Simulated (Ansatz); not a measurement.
Input and command of a calculation in Ansatz (plane waves; scalar-relativistic PAW potentials unless the input names others):

```yaml
crystal:
  lattice:
    - [4.6503994756, 0.0, 0.0]
    - [-2.3251997378, 4.0273640836, 0.0]
    - [0.0, 0.0, 7.3619965151]
  atoms:
    - { symbol: Mg, position: [0.0, 0.0, 0.005489802] }
    - { symbol: Mg, position: [0.3333333333, 0.6666666667, 0.3653210508] }
    - { symbol: Mg, position: [0.6666666667, 0.3333333333, 0.6249316647] }
    - { symbol: Sb, position: [0.6666666667, 0.3333333333, 0.2251444293] }
    - { symbol: Bi, position: [0.3333333333, 0.6666666667, 0.7791130533] }
basis:
  ecutwfc: 420
kpoints:
  mp_grid: { grid: [12, 12, 6] }
hamiltonian:
  xc: pbe
scf:
  occupations: { method: gaussian, width: 0.01 }
  algorithm: density_mixing
output:
  forces: true
  eigenvalues: true
  stress: true
```

```bash
ansatz run input.yaml --threads 1 --pin off --max-ram 2560MiB --backend cpu --events-out ev --progress --plain --runs-dir out
```

Abridged log:
```
Basis set: ecut = 420 eV, 2707 PW (Γ), exchange–correlation on 64×64×100 points (8 copies of the dense FFT grid, shifted against one another)
Bands: 36, of which v1, the nominal top of the filled ones, is band 30 counted from 1 (29 counted from 0)
Symmetry: 6 space group operations
k-points: 100 of 864 (time reversal used)
SCF iter   1: F=—  HF=-24653.942102 eV  |F-HF|=—  |Δ(HF+E_count)|=         —  Δρ=1.81e-3  dr2=8.78e-3  ethr=1.77e-3  ⟨swp⟩=8.7  Hψ=16942  notcnv=0
SCF iter   2: F=—  HF=-24653.940140 eV  |F-HF|=—  |Δ(HF+E_count)|=   1.96e-3  Δρ=1.15e-3  dr2=3.56e-3  ethr=1.46e-5  ⟨swp⟩=2.8  Hψ=6430  notcnv=0  defer=154
SCF iter   3: F=—  HF=-24653.940119 eV  |F-HF|=—  |Δ(HF+E_count)|=   2.04e-5  Δρ=5.32e-4  dr2=5.18e-4  ethr=5.94e-6  ⟨swp⟩=3.0  Hψ=6604  notcnv=0  defer=54
automatic band count: iteration 3 solves 35 bands in place of 36: the levels show a gap, and the empty bands left out lie too high to hold charge; the band table lists the bands solved (type scf.n_extra_bands for more)
SCF iter   4: F=—  HF=-24653.939867 eV  |F-HF|=—  |Δ(HF+E_count)|=   2.53e-4  Δρ=1.20e-4  dr2=3.62e-5  ethr=8.63e-7  ⟨swp⟩=7.5  Hψ=11730  notcnv=0  defer=154
automatic band count: iteration 4 solves 36 bands in place of 35: the levels no longer show a gap clear of their residuals, so the SCF keeps every band
SCF iter   5: F=—  HF=-24653.939831 eV  |F-HF|=—  |Δ(HF+E_count)|=   3.61e-5  Δρ=6.02e-5  dr2=1.35e-5  ethr=6.03e-8  ⟨swp⟩=2.0  Hψ=6201  notcnv=0  defer=154
SCF iter   6: F=—  HF=-24653.939827 eV  |F-HF|=—  |Δ(HF+E_count)|=   3.57e-6  Δρ=1.69e-5  dr2=8.00e-7  ethr=2.26e-8  ⟨swp⟩=2.0  Hψ=5246  notcnv=0  defer=154
SCF iter   7: F=-24653.939827 eV  HF=-24653.939827 eV  |F-HF|=4.25e-8  |Δ(HF+E_count)|=   2.42e-7  Δρ=4.26e-6  dr2=5.64e-8  ethr=1.67e-10  ⟨swp⟩=8.9  Hψ=18375  notcnv=0
SCF 1 converged in 7 iterations: F = -24653.939827 eV  dr2 = 5.64e-8
SCF converged after 7 iterations
Free energy (F): -24653.939827 eV
Harris-Foulkes:  -24653.939827 eV  (|F-HF|=4.25e-8)
Internal energy: -24653.939748 eV  (E = F + TS)
E sigma→0 (E₀):  -24653.939788 eV
Entropy (-TS):   -0.000079 eV (-0.016 meV/atom)
Fermi energy:    7.289691 eV
--- Forces (eV/Å), atoms counted from 1 ---
  atom   1  Mg     0.00000000     0.00000000     0.00344856
  atom   2  Mg     0.00000000     0.00000000     0.00376373
  atom   3  Mg     0.00000000     0.00000000     0.00133019
  atom   4  Sb     0.00000000     0.00000000    -0.00381162
  atom   5  Bi     0.00000000     0.00000000    -0.00477430
--- Stress (GPa, compression-positive) ---
        0.007378       0.000000       0.000000
        0.000000       0.007378       0.000000
        0.000000       0.000000       0.010306
  P = ⅓ Tr σ = 0.0084 GPa (0.084 kbar)
```

Apart from outputs, empty bands and the relaxation, which only the reference makes, the input differs from a reference run on usual settings in scf.algorithm: not typed → "density_mixing". The reference, at the same geometry, ended its own course with pressure 0.01 GPa, largest force 0.005 eV/Å, no gap on the mesh. This run converged in 7 SCF iterations with an energy at zero smearing within 0.01 meV/atom of the reference's, pressure 0.01 GPa, largest force 0.005 eV/Å, no gap on the mesh.

The run took 89 s on 1 thread of Arm Neoverse N1, with other jobs on the host, peak memory 0.59 GiB.